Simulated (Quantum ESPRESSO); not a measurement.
## ZnAl3As3S (a curve over one atom's position)

Simulated, not a measurement. The program is pw.x of Quantum ESPRESSO 7.5 (plane-wave density functional theory). The cell is made up: 8 atoms on a zincblende/diamond lattice, with randomly drawn elements, strain and displacements, not relaxed. PseudoDojo standard norm-conserving files (v0.5 for PBE, v0.4.1 for LDA and PBEsol) set the functional; there is no spin polarisation, spin-orbit coupling or dispersion term, and the masses in the input are unused placeholders.

Seven runs move atom 7 (As, counted in the order of the input) along x and keep all else fixed.

Input of the run at -0.0097:

```
&control calculation='scf', pseudo_dir='./dojo.nc.sr.pbe.v0_5.standard.upf', outdir='./o', disk_io='low', tprnfor=.true., tstress=.true. /
&system ibrav=0, nat=8, ntyp=4, nbnd=46, ecutwfc=84.00895049, nosym=.true., tot_charge=0,
 occupations='smearing', smearing='fd', degauss=0.0018374661
/
&electrons conv_thr=7.350e-09, electron_maxstep=60, /
ATOMIC_SPECIES
Al 1.0 Al.upf
As 1.0 As.upf
S 1.0 S.upf
Zn 1.0 Zn.upf
CELL_PARAMETERS angstrom
5.9215 0.0374 -0.0044
0.0374 5.8443 -0.0257
-0.0044 -0.0257 5.9004
ATOMIC_POSITIONS angstrom
Zn -0.0461 -0.0258 -0.0195
Al 0.0019 2.9067 2.9685
Al 2.9811 0.0015 2.9309
Al 2.9494 2.947 -0.0142
As 1.4822 1.467 1.4887
S 1.4722 4.3945 4.3956
As 4.4087 1.5084 4.4497
As 4.4456 4.4006 1.4537
K_POINTS automatic
4 4 4 1 1 1
```

```
shift of atom 7 along x (Å)  free energy less that of the input shown (eV)  Fx on atom 7 (eV/Å)  Fy on atom 7 (eV/Å)  Fz on atom 7 (eV/Å)  pressure (GPa)  next band up at Gamma (eV)  iterations
                    -0.1140                                         0.0570                0.935               -0.320               -0.322           -5.94                       0.511          11
                    -0.0990                                         0.0438                0.824               -0.310               -0.308           -5.96                       0.516          11
                    -0.0097                                         0.0000                0.155               -0.255               -0.232           -6.05                       0.507          11
                    +0.0101                                        -0.0016                0.005               -0.245               -0.216           -6.06                       0.502          11
                    +0.0347                                         0.0006               -0.182               -0.233               -0.197           -6.06                       0.496          11
                    +0.0712                                         0.0123               -0.458               -0.217               -0.169           -6.05                       0.485          11
                    +0.1232                                         0.0463               -0.848               -0.196               -0.130           -6.02                       0.469          11
```

A cubic fit gives dFx/dx = -7.57 eV/Å² at zero shift. Across the table the free energy follows the integral of the force to within 0.1 meV. A rerun of one of the cells at 1437 eV and a 6 x 6 x 6 mesh moved values by no more than 0.007 eV in energy, 0.02 GPa in stress and 0.002 eV/Å in force. The band column is the level of band 41 at Gamma less that of band 40, whose number is half the electron count, rounded up; it comes from a band step after each run.